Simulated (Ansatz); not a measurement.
Rb2NaRhF6:
```yaml
crystal:
  lattice:
    - [0.00000, 4.23411, 4.23411]
    - [4.23411, 0.00000, 4.23411]
    - [4.23411, 4.23411, 0.00000]
  atoms:
    - { symbol: Rb, position: [0.75000, 0.75000, 0.75000] }
    - { symbol: Rb, position: [0.25000, 0.25000, 0.25000] }
    - { symbol: Na, position: [0.50000, 0.50000, 0.50000] }
    - { symbol: Rh, position: [0.00000, 0.00000, 0.00000] }
    - { symbol: F, position: [0.76531, 0.23469, 0.23469] }
    - { symbol: F, position: [0.23469, 0.76531, 0.76531] }
    - { symbol: F, position: [0.23469, 0.76531, 0.23469] }
    - { symbol: F, position: [0.76531, 0.23469, 0.76531] }
    - { symbol: F, position: [0.23469, 0.23469, 0.76531] }
    - { symbol: F, position: [0.76531, 0.76531, 0.23469] }
```

Relaxed with r²SCAN.

Question: Map the valence electron density (e/Å³), cut off at 2 on the plane through (0.750, 0.750, 0.750) spanned by u = [1, 0, 0] and v = [-1, 1, 1] in lattice vectors, from DFT-r²SCAN in the program Ansatz with PAW potentials.

Answer: x is the fraction of u, y of v (the angle between them is 90°; rows are the nearest grid lines); atoms in the plane: Rb at (0.00, 0.00), Rb at (0.00, 0.50), Na at (0.50, 0.75), Rh at (0.50, 0.25), F at (0.50, 0.48), F at (0.50, 0.02).
```
|=*@@*:.   .-@@@@@@@-.   .:*@@*=|
|@@@#=:     .-*@@@*-.     :=#@@@|
|@%#=:.      .:---:.      .:=#%@|
|::..                       ..::|
|             :+#+:             |
|           .#@@@@@#.           |
|           .@@@@@@@.           |
|            :@@@@@:            |
|              ...              |
|+=-:.         ...         .:-=+|
|@%#=:.      .:---:.      .:=#%@|
|*%@@+:.    :*@@@@@*:    .:+@@%*|
|*%@@+:.   .-@@@@@@@-.   .:+@@%*|
|@%#=:.     .-%@@@%-.     .:=#%@|
|+=-:.      .:-+*+-:.      .:-=+|
|           .:=+++=:.           |
|          :+@@@@@@@*:          |
|         .-@@@@@@@@@-.         |
|         .:@@@@@@@@@:.         |
|          .-#@@@@@#-.          |
|::..        .:---:.        ..::|
|@%#=:.     .-%@@@%-.     .:=#%@|
|@@@#=:     :*@@@@@*:     :=#@@@|
|=*@@*:.   .-@@@@@@@-.   .:*@@*=|
```
Scale: ten equal steps from 0.013 (start of ' ') to 2.00 (end of '@'), in the order ' .:-=+*#%@'; x runs from 0.000 to 1.00, y from 0.000 (bottom) to 1.00 (top).

The density is the valence pseudo-density with augmentation charge, so density and ELF within about 1 Å of a nucleus are not all-electron values.

Space group Fm-3m. The workflow started from a Materials Project entry (that database holds measured and hypothetical structures alike); the Crystallography Open Database files this formula in space group No. 225, but the cells were not matched. Its standing as an ambient phase is unchecked. Symmetry was held in the r²SCAN relaxation; its stability against distortions is not shown here. The run is not spin-polarised.

Potentials: the later of the program's two PAW sets.
